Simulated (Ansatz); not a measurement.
Ir (bcc (W type), Im-3m) under volume change, the program Ansatz at the PBEsol level (PAW), scaled uniformly.

```json
[
 {"V (Å³/atom)": "13.238", "E − E(relaxed) (meV/atom)": "?", "P (GPa)": "?"},
 {"V (Å³/atom)": "13.675", "E − E(relaxed) (meV/atom)": "63.6", "P (GPa)": "24.84"},
 {"V (Å³/atom)": "14.111", "E − E(relaxed) (meV/atom)": "?", "P (GPa)": "?"},
 {"V (Å³/atom)": "14.547", "E − E(relaxed) (meV/atom)": "0.0", "P (GPa)": "0.00"},
 {"V (Å³/atom)": "14.984", "E − E(relaxed) (meV/atom)": "13.3", "P (GPa)": "-9.45"},
 {"V (Å³/atom)": "15.420", "E − E(relaxed) (meV/atom)": "50.0", "P (GPa)": "-17.32"},
 {"V (Å³/atom)": "15.857", "E − E(relaxed) (meV/atom)": "106.4", "P (GPa)": "-23.85"}
]
```

Q: Some entries are withheld; supply them.

A: 
- 14.111, E − E(relaxed) (meV/atom): 14.9
- 14.111, P (GPa): 11.31
- 13.238, E − E(relaxed) (meV/atom): 152.7
- 13.238, P (GPa): 41.00

Q: What does a third-order Birch–Murnaghan fit give for V₀, B₀ and B′?

A: V₀ = 14.55 Å³/atom, B₀ = 343 GPa, B′ = 5.0.

The start of the workflow was typed in or built on a structure type; neither database checked (COD, Materials Project) lists it. It is not the phase usual at ambient conditions (space group No. 225). The PBEsol relaxation kept the symmetry of its start. At this level the phase is mechanically unstable. No spin polarisation was allowed. Spin–orbit coupling is left out wherever it is not named.

Potentials: the earlier of the program's two PAW sets. The files were generated under PBE; for other functionals the program regenerates the frozen cores, and for LDA and PBEsol the local potential too.
